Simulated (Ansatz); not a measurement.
Q: Hill shear modulus from PBE minus that from r²SCAN (% of the latter), each on its own relaxed cell (Ansatz, a first-principles code, plane waves, PAW; no spin–orbit coupling, no Hubbard U), over 19 phases of the class «halides»: what sign and size do you expect?

A: Mean -14 %, median -15 %, mean absolute 14 %; eight in ten lie between -21 and -8 %, and 0 % are above zero.

Some cases that may be named, with their rank among the 19 from the lowest: CdF2, fluorite -23 % (rank 2); LiF, rock salt -20 % (rank 3); LiCl, rock salt -15 % (rank 9); KI, rock salt -15 % (rank 10); MnF2, rutile -7 % (rank 18); CuI, zinc blende -4 % (rank 19).

The phases are those computed here (of each formula those with measured values and the lowest at some level), not a balanced benchmark, and neither functional is the truth. Pairs that end in unlike spin orders or unlike minima (c/a over 6 % apart, 30 % for weakly bound crystals), magnets with 4f shells, solids of gases and phases set aside for tests are left out, and so are metals.

1 of the phases carry moments, in the orders computed and without U.

Spin orders computed, not proven ground states: MnF2, rutile with PBE antiferromagnetic; MnF2, rutile with r²SCAN antiferromagnetic. All cells were relaxed under the symmetry of their starts (and spin orders); stability against distortions was not tested throughout. Cells of antiferromagnets are given as chemical subcells. Named crystals with no word on spin ran without spin polarisation. No Hubbard U is applied. Scalar-relativistic: spin–orbit coupling is off unless named, which matters more the heavier the elements.

Potentials: the later of the program's two PAW sets.

Ansatz is a plane-wave DFT program.
